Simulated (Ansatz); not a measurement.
Given:

HfB:
```
CELL_PARAMETERS angstrom
      0.00000     2.41218     2.41218
      2.41218     0.00000     2.41218
      2.41218     2.41218     0.00000
ATOMIC_POSITIONS crystal
  Hf 0.50000 0.50000 0.50000
  B  0.00000 0.00000 0.00000
```

This is the r²SCAN-relaxed structure.

All from r²SCAN in the plane-wave PAW code Ansatz, unless another level is named. Give the electronic character.

metallic (no gap).

Predict the formation energy from the elements (no fitted shifts).

-0.47 eV/atom.

Give the density of states at the Fermi level.

0.52 states/eV per atom (mean over ±0.08 eV).

Give the gap with spin–orbit coupling.

none (metallic).

Space group Fm-3m (rock salt). The workflow started from an entry of the Crystallography Open Database (COD). Whether it is the stable phase at ambient conditions was not checked. The r²SCAN relaxation kept the symmetry of its start; of distortions, only those at the zone centre were tested. No spin polarisation was allowed. The references are the lowest solids computed at this level, not always the standard phases. Scalar-relativistic: spin–orbit coupling is off unless named, which matters more the heavier the elements.

Potentials: the later of the program's two PAW sets.
